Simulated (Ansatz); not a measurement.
MgB$_{2}$ in space group P6/mmm (No. 191; Mg on 1a, B on 2d) under volume change, LDA in the plane-wave PAW code Ansatz, shape and atoms relaxed at each volume.

| V (Å³/atom) | E − E(relaxed) (meV/atom) | P (GPa) |
|---|---|---|
| 8.372 | 41.0 | 17.12 |
| 8.647 | 17.4 | 10.55 |
| 8.923 | ? | ? |
| 9.199 | 0.0 | 0.00 |
| 9.475 | ? | ? |
| 9.751 | 14.6 | -8.14 |
| 10.027 | 31.6 | -11.45 |

Q: Complete the blanks.

A: 
- 8.923, E − E(relaxed) (meV/atom): 4.1
- 8.923, P (GPa): 4.93
- 9.475, E − E(relaxed) (meV/atom): 3.8
- 9.475, P (GPa): -4.33

Q: What does a third-order Birch–Murnaghan fit give for V₀, B₀ and B′?

A: V₀ = 9.20 Å³/atom, B₀ = 154 GPa, B′ = 3.5.

The LDA relaxation kept the symmetry of its start; phonons on a q-mesh show no instability.

Potentials: the later of the program's two PAW sets.
